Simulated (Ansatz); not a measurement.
YIr:
```
CELL_PARAMETERS angstrom
      3.35822     0.00000     0.00000
      0.00000     3.35822     0.00000
      0.00000     0.00000     3.35822
ATOMIC_POSITIONS crystal
  Y  0.50000 0.50000 0.50000
  Ir 0.00000 0.00000 0.00000
```

This is the LDA-relaxed structure.

Problem. All from LDA in the plane-wave PAW code Ansatz, unless another level is named. Predict the bulk modulus (Birch–Murnaghan fit).

Solution. 154 GPa.

Problem. What about the highest zone-centre frequency?

Solution. 151 cm⁻¹.

Space group Pm-3m (CsCl type). The first step of the workflow began from a Materials Project structure, measured or hypothetical; the Crystallography Open Database files this formula in space group No. 221, but the cells were not matched. Whether it is the stable phase at ambient conditions was not checked. The LDA relaxation kept the symmetry of its start; of distortions, only those at the zone centre were tested. No spin polarisation was allowed. As this level gives no gap, phonon frequencies hold no LO–TO term and depend on the k-mesh and smearing (Fermi–Dirac, 0.1 eV here). Spin–orbit coupling is left out wherever it is not named.

Potentials: the later of the program's two PAW sets.
